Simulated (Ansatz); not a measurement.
This run works on a generated trial structure, not on a known crystal.

Input and command of a plane-wave DFT calculation in Ansatz:

```yaml
crystal:
  lattice:
    - [4.4004652554, 0.0, 0.0]
    - [0.0, 4.5642324141, 0.0]
    - [-0.3361534883, 0.0, 9.1737139567]
  atoms:
    - { symbol: Si, position: [0.2046477378, 0.0, 0.5783179952] }
    - { symbol: Si, position: [0.9556344283, 0.5, 0.9936104516] }
    - { symbol: Si, position: [0.9899148471, 0.0, 0.3202705838] }
    - { symbol: Si, position: [0.9717038544, 0.5, 0.7293381198] }
    - { symbol: Si, position: [0.0860128681, 0.5, 0.2423773206] }
    - { symbol: Si, position: [0.7314917344, 0.0, 0.7006053202] }
    - { symbol: Si, position: [0.2739825156, 0.5, 0.4924028893] }
    - { symbol: Si, position: [0.7509750375, 0.0, 0.9578192495] }
    - { symbol: F, position: [0.6475586922, 0.5, 0.4779280788] }
    - { symbol: F, position: [0.3880782845, 0.0, 0.0073299911] }
basis:
  ecutwfc: 420
kpoints:
  mp_grid: { grid: [4, 4, 2] }
hamiltonian:
  xc: pbe
scf:
  occupations: { method: gaussian, width: 0.1 }
  lower_state_search: "off"
output:
  forces: true
  stress: true
  eigenvalues: true
relax:
  adjacent_minimum: "off"
  f_tol: 0.04
  max_steps: 70
  cell: { stress_tol: 0.4 }
```

```bash
ansatz run input.yaml --threads 1 --pin off --max-ram 2560MiB --backend cpu --events-out ev --progress --plain --runs-dir out
```

Processor: Intel(R) Xeon(R) 6975P-C (Granite Rapids), 1 thread, on a host shared with other jobs.

Question: Estimate time, memory and problem size.

Answer: About 3.1 min, peak memory 0.49 GiB. It solves 33 bands at 18 k points (after reduction by symmetry) with about 4549 plane waves (on the last cell), in 282 SCF iterations over 37 ionic steps.
